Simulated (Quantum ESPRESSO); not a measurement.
Mo6AuHf, input and log of a self-consistent run

A calculation, not a measurement. The program is pw.x of Quantum ESPRESSO 7.5 (plane-wave density functional theory). The cell is made up: eight metal atoms on a hexagonal close-packed lattice, with elements, volume, strain and displacements drawn at random and not relaxed, so it may be unstable or far from any real phase. PseudoDojo standard norm-conserving files set the functional (PBE unless stated); there is no spin polarisation or spin-orbit coupling, the Fermi-Dirac width of 0.25 eV means electrons at about 2900 K, and the masses in the input are unused placeholders. Heavy elements are run without spin-orbit coupling, which real alloys of them have. A spin test at this wide smearing found no moment, but such smearing suppresses magnetism that the real alloy may have.

Input:

```
&control calculation='scf', pseudo_dir='./dojo.nc.sr.pbe.v0_5.standard.upf', outdir='./o', disk_io='minimal', tprnfor=.true., tstress=.true. /
&system ibrav=0, nat=8, ntyp=3, nbnd=75, ecutwfc=79.96652505, nosym=.true., tot_charge=0,
 occupations='smearing', smearing='fd', degauss=0.0183746611
/
&electrons conv_thr=1.470e-08, electron_maxstep=70, mixing_beta=0.5 /
ATOMIC_SPECIES
Au 1.0 Au.upf
Hf 1.0 Hf.upf
Mo 1.0 Mo.upf
CELL_PARAMETERS angstrom
4.3672 -2.482 -0.0106
-2.9259 -0.0446 -4.7061
2.949 5.0287 0.0338
ATOMIC_POSITIONS angstrom
Mo 0.0557 0.0251 0.013
Mo 1.4345 2.4984 0.0097
Mo 0.0672 1.544 -2.27
Mo 1.4106 4.0955 -2.3618
Mo 3.0304 0.1031 -0.0141
Mo 4.498 2.5621 -0.0636
Au 1.41 -0.861 -2.4047
Hf 3.0166 1.7056 -2.3455
K_POINTS automatic
5 5 4 1 1 1
```

The log is shortened where brackets say so; the opening notice, blank lines, dates and the lines on written files are dropped, and the path of the files is cut. It prints rydbergs, bohrs and kilobars, and counts compression as positive stress. Its total energy is the free energy E - TS of the whole cell.

```
     Program PWSCF v.7.5
     Parallel version (MPI & OpenMP), running on       4 processor cores
     Number of MPI processes:                 4
     Threads/MPI process:                     1
     [start-up lines left out]
     bravais-lattice index     =            0
     lattice parameter (alat)  =       9.4925  a.u.
     unit-cell volume          =     929.2504 (a.u.)^3
     number of atoms/cell      =            8
     number of atomic types    =            3
     number of electrons       =       115.00
     number of Kohn-Sham states=           75
     kinetic-energy cutoff     =      79.9665  Ry
     charge density cutoff     =     319.8661  Ry
     scf convergence threshold =      1.5E-08
     mixing beta               =       0.5000
     number of iterations used =            8  plain     mixing
     Exchange-correlation= PBE
                           (   1   4   3   4   0   0   0)
     [axes and pseudopotential details left out]
   Cartesian axes
     site n.     atom                  positions (alat units)
         1        Mo     tau(   1) = (   0.0110885   0.0049968   0.0025880  )
         2        Mo     tau(   2) = (   0.2855730   0.4973689   0.0019310  )
         3        Mo     tau(   3) = (   0.0133778   0.3073718  -0.4519002  )
         4        Mo     tau(   4) = (   0.2808152   0.8153115  -0.4701753  )
         5        Mo     tau(   5) = (   0.6032768   0.0205246  -0.0028070  )
         6        Mo     tau(   6) = (   0.8954392   0.5100500  -0.0126612  )
         7        Au     tau(   7) = (   0.2806957  -0.1714035  -0.4787156  )
         8        Hf     tau(   8) = (   0.6005296   0.3395423  -0.4669303  )
     number of k points=    50  Fermi-Dirac smearing, width (Ry)=  0.0184
                       cart. coord. in units 2pi/alat
        k(    1) = (   0.1396967   0.0442453  -0.1940110), wk =   0.0400000
        k(    2) = (   0.2462171   0.2319634  -0.2620164), wk =   0.0400000
     [further k points left out]
     Dense  grid:    89749 G-vectors     FFT dimensions: (  60,  60,  64)
     Estimated max dynamical RAM per process >     329.57 MB
     Estimated total dynamical RAM >       1.22 GB
     Initial potential from superposition of free atoms
     starting charge     114.9894, renormalised to     115.0000
     Starting wfcs are   80 randomized atomic wfcs
     total cpu time spent up to now is        4.1 secs
     per-process dynamical memory:   254.3 Mb
     Self-consistent Calculation
     iteration #  1     ecut=    79.97 Ry     beta= 0.50
     Davidson diagonalization with overlap
     ethr =  1.00E-02,  avg # of iterations =  2.8
     total cpu time spent up to now is       12.6 secs
     total energy              =   -1251.63802193 Ry
     estimated scf accuracy    <       1.87473646 Ry
     iteration #  2     ecut=    79.97 Ry     beta= 0.50
     Davidson diagonalization with overlap
     ethr =  1.63E-03,  avg # of iterations =  4.8
     total cpu time spent up to now is       22.2 secs
     total energy              =   -1251.60518181 Ry
     estimated scf accuracy    <       5.19448882 Ry
     iteration #  3     ecut=    79.97 Ry     beta= 0.50
     Davidson diagonalization with overlap
     ethr =  1.63E-03,  avg # of iterations =  2.1
     total cpu time spent up to now is       30.2 secs
     total energy              =   -1252.00809185 Ry
     estimated scf accuracy    <       4.58969307 Ry
     iteration #  4     ecut=    79.97 Ry     beta= 0.50
     Davidson diagonalization with overlap
     ethr =  1.63E-03,  avg # of iterations =  1.7
     total cpu time spent up to now is       37.1 secs
     total energy              =   -1252.36465399 Ry
     estimated scf accuracy    <       0.17035072 Ry
     iteration #  5     ecut=    79.97 Ry     beta= 0.50
     Davidson diagonalization with overlap
     ethr =  1.48E-04,  avg # of iterations =  4.7
     total cpu time spent up to now is       46.3 secs
     total energy              =   -1252.35005855 Ry
     estimated scf accuracy    <       0.80774002 Ry
     [iterations 6 to 14 left out]
     iteration # 15     ecut=    79.97 Ry     beta= 0.50
     Davidson diagonalization with overlap
     ethr =  8.13E-09,  avg # of iterations =  2.0
     total cpu time spent up to now is      121.2 secs
     total energy              =   -1252.41525477 Ry
     estimated scf accuracy    <       0.00001016 Ry
     iteration # 16     ecut=    79.97 Ry     beta= 0.50
     Davidson diagonalization with overlap
     ethr =  8.13E-09,  avg # of iterations =  1.0
     total cpu time spent up to now is      127.7 secs
     total energy              =   -1252.41525552 Ry
     estimated scf accuracy    <       0.00000314 Ry
     iteration # 17     ecut=    79.97 Ry     beta= 0.50
     Davidson diagonalization with overlap
     ethr =  2.73E-09,  avg # of iterations =  1.0
     total cpu time spent up to now is      134.2 secs
     total energy              =   -1252.41525575 Ry
     estimated scf accuracy    <       0.00000046 Ry
     iteration # 18     ecut=    79.97 Ry     beta= 0.50
     Davidson diagonalization with overlap
     ethr =  4.00E-10,  avg # of iterations =  2.0
     total cpu time spent up to now is      141.4 secs
     total energy              =   -1252.41525580 Ry
     estimated scf accuracy    <       0.00000030 Ry
     iteration # 19     ecut=    79.97 Ry     beta= 0.50
     Davidson diagonalization with overlap
     ethr =  2.57E-10,  avg # of iterations =  1.1
     total cpu time spent up to now is      147.8 secs
     End of self-consistent calculation
     [lines on levels left out]
!    total energy              =   -1252.41525582 Ry
     estimated scf accuracy    <          9.6E-09 Ry
     smearing contrib. (-TS)   =      -0.15050143 Ry
     internal energy E=F+TS    =   -1252.26475440 Ry
     The total energy is F=E-TS. E is the sum of the following terms:
     one-electron contribution =    -255.35675158 Ry
     hartree contribution      =     190.64938386 Ry
     xc contribution           =    -204.09896391 Ry
     ewald contribution        =    -983.45842278 Ry
     convergence has been achieved in  19 iterations
     Forces acting on atoms (cartesian axes, Ry/au):
     atom    1 type  3   force =     0.01482536   -0.01582137   -0.03241562
     atom    2 type  3   force =     0.01077252    0.00840274    0.00290720
     atom    3 type  3   force =    -0.02548831    0.01843175   -0.00943837
     atom    4 type  3   force =     0.01779845    0.00709640   -0.00237524
     atom    5 type  3   force =    -0.01933491   -0.00565322    0.01606339
     atom    6 type  3   force =    -0.00512225    0.00395654    0.02233694
     atom    7 type  1   force =     0.03228281    0.01526993    0.01463566
     atom    8 type  2   force =    -0.02573367   -0.03168278   -0.01171395
     Total force =     0.087548     Total SCF correction =     0.000168
     Computing stress (Cartesian axis) and pressure
          total   stress  (Ry/bohr**3)                   (kbar)     P=      -29.78
  -0.00037211  -0.00008574  -0.00003884          -54.74      -12.61       -5.71
  -0.00008574  -0.00018483  -0.00009163          -12.61      -27.19      -13.48
  -0.00003884  -0.00009163  -0.00005033           -5.71      -13.48       -7.40
     init_run     :      3.91s CPU      4.05s WALL (       1 calls)
     electrons    :    140.69s CPU    143.73s WALL (       1 calls)
     forces       :      1.40s CPU      1.41s WALL (       1 calls)
     stress       :      4.90s CPU      4.90s WALL (       1 calls)
     [timing details left out]
     PWSCF        :   2m30.98s CPU   2m34.18s WALL
     JOB DONE.
```

In other units: free energy -17039.978 eV for the cell, pressure -2.98 GPa, largest force component 0.833 eV/Å in size. The run took 156 s of wall time with four MPI processes on a shared machine (AMD EPYC, Zen 5, virtual cores), so the time is rough. A rerun of this cell at a higher cutoff and on a denser mesh moved values by no more than 0.005 eV in energy, 0.06 GPa in stress and 0.010 eV/Å in force, and a second program with other atomic files agreed on that cell to 2 % rms in force and 0.5 GPa in pressure.